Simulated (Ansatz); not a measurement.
Fe8N in space group I4/mmm (No. 139; Fe on 4d, Fe on 4e, Fe on 8h, N on 2a) under volume change, the program Ansatz at the r²SCAN level (PAW), shape and atoms relaxed at each volume.

| V (Å³/atom) | E − E(relaxed) (meV/atom) | P (GPa) |
|---|---|---|
| 10.201 | 62.5 | 21.70 |
| 10.537 | 26.3 | 13.09 |
| 10.874 | (withheld) | (withheld) |
| 11.210 | 0.0 | 0.01 |
| 11.546 | 5.9 | -5.47 |
| 11.883 | 22.1 | -9.92 |
| 12.219 | (withheld) | (withheld) |

### Question
Complete the blanks.

### Answer

- 12.219, E − E(relaxed) (meV/atom): 46.9
- 12.219, P (GPa): -13.36
- 10.874, E − E(relaxed) (meV/atom): 6.3
- 10.874, P (GPa): 6.12

### Question
What does a third-order Birch–Murnaghan fit give for V₀, B₀ and B′?

### Answer
V₀ = 11.20 Å³/atom, B₀ = 188 GPa, B′ = 4.4.

The first step of the workflow began from a Materials Project structure, measured or hypothetical; the Crystallography Open Database copy checked does not list it. Its standing as an ambient phase is unchecked. Symmetry was held in the r²SCAN relaxation; its stability against distortions is not shown here. Spin order of the final state: ferromagnetic, chosen from 3 collinear starts compared on coarse meshes (ties went to the first, and starts can fall back to one state), not a proven ground state. Other orbital occupations within this spin state were not tried. No Hubbard U is applied.

Potentials: the later of the program's two PAW sets.
